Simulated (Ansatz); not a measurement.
Start of a relaxation of La₂O:

```
CELL_PARAMETERS angstrom
1.85983 1.07378 6.27650
-1.85983 1.07378 6.27650
0.00000 -2.14755 6.27650
ATOMIC_POSITIONS crystal
La 0.24005 0.24005 0.24005
La 0.75995 0.75995 0.75995
O 0.50000 0.50000 0.50000
```

Theory: Ansatz, DFT PBE, scalar-relativistic, plane waves, PAW. Cutoff 420 eV, Gaussian smearing, Γ-centred meshes. Cell and atoms relax on a converged mesh. In metals the finer mesh still leaves noise of several meV/atom or more. The steps can't lower the symmetry of their start. No spin polarisation.

A guess keeps its type if space group and coordination stay and the shape of the cell changes little (axis ratios within about 15 %, angles within 6°); the volume may change.

Task: Does this structure survive the relaxation?

Result: It keeps its type. The symmetry stays R-3m (No. 166). The end has the anti-cadmium chloride type. The volume per atom grows by 3.8 %, from 25.1 to 26.0 Å³. The shortest distance goes from 2.55 Å (La–O) to 2.58 Å (La–O). The ratio c/a of the conventional cell changes by a factor of 0.99. Counting neighbours within 15 % of an atom's shortest distance, the start has La 3, O 6 and the end La 3, O 6.

The last run used a 12×12×12 mesh for its 3-atom cell and Gaussian smearing of 0.10 eV. The cell is a metal run without spin; a magnetic state may lie lower. Symmetry constrained the relaxation, so the result can be a saddle point.
